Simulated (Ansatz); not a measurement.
## K₃Li: how the energy converges with the cutoff

K₃Li, P1, a = 6.179 Å, b = 6.234 Å, c = 6.143 Å, α, β, γ = 89.7°, 89.4°, 92.3°. Ansatz: PBEsol, PAW, cutoff varied, Γ-centred 6×6×6 mesh on 4 atoms, Gaussian smearing 0.10 eV; no spin polarisation. Single points at one geometry with displaced atoms, the cutoff alone changed; ΔE is the energy at zero smearing over the run at 420 eV. The runs up to 350 eV lie under the cutoff recommended for these PAW datasets.

```
cutoff (eV)  ΔE (meV/atom)
        200         759.69
        250              ?
        300          10.88
        350           0.58
```

Question: Assume ΔE falls exponentially with the cutoff, fit y = ln ΔE against x, the cutoff in eV, to the other rows, and predict the missing value.

Answer: y = 6.633, 2.387, -0.545. Means x = 283.3, y = 2.8250; Σ(Δx)² = 11667, ΣΔxΔy = -549.3; the slope is their ratio. y = 16.17 − 0.04708 x, a factor of ten per 49 eV. At 250 eV this gives ΔE = 81.45 meV/atom. The run gave 109.50, a ratio of 0.74. Between neighbouring rows the decay runs from a factor of ten per 39 eV to one per 59 eV, so one exponential is only a rough guide.